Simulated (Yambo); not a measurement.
```
Ba2NF
1.0
    1.95130     1.12658     6.46853
   -1.95130     1.12658     6.46853
    0.00000    -2.25317     6.46853
N F Ba
1 1 2
Direct
  0.50000   0.50000   0.50000
  0.00000   0.00000   0.00000
  0.75665   0.75665   0.75665
  0.24335   0.24335   0.24335
```

Ba2NF (space group R-3m, No. 166): mean Im ε in 1 eV windows above the direct gap of 1.61 eV, for different electron-hole kernels (Yambo, broadening 0.15 eV, LDA (Quantum ESPRESSO, PseudoDojo norm-conserving, 84 Ry, scalar-relativistic) bands; 6×6×6 mesh, 3 valence and 9 conduction bands, static screening with 50 bands and a 4 Ry block, scissor 0.89 eV, Tamm-Dancoff; field along x).

```json
[
 {"window (eV)": "1.6 to 2.6", "independent quasiparticles": "1.0", "BSE": "1.9"},
 {"window (eV)": "2.6 to 3.6", "independent quasiparticles": "2.1", "BSE": "2.9"},
 {"window (eV)": "3.6 to 4.6", "independent quasiparticles": "3.0", "BSE": "4.2"},
 {"window (eV)": "4.6 to 5.6", "independent quasiparticles": "4.5", "BSE": "6.0"},
 {"window (eV)": "5.6 to 6.6", "independent quasiparticles": "5.2", "BSE": "4.0"}
]
```

This run doesn't resolve bound excitons or single peaks, so only averages are given, and they too depend on the mesh; weight that the attraction moves below the gap isn't listed. All transitions below 7.09 eV are in the band window. The scissor comes from a G0W0 run whose convergence isn't established.

Geometry relaxed with LDA.

The structure is a Materials Project entry; no match was found in the copy of COD used, and its stability was not checked.
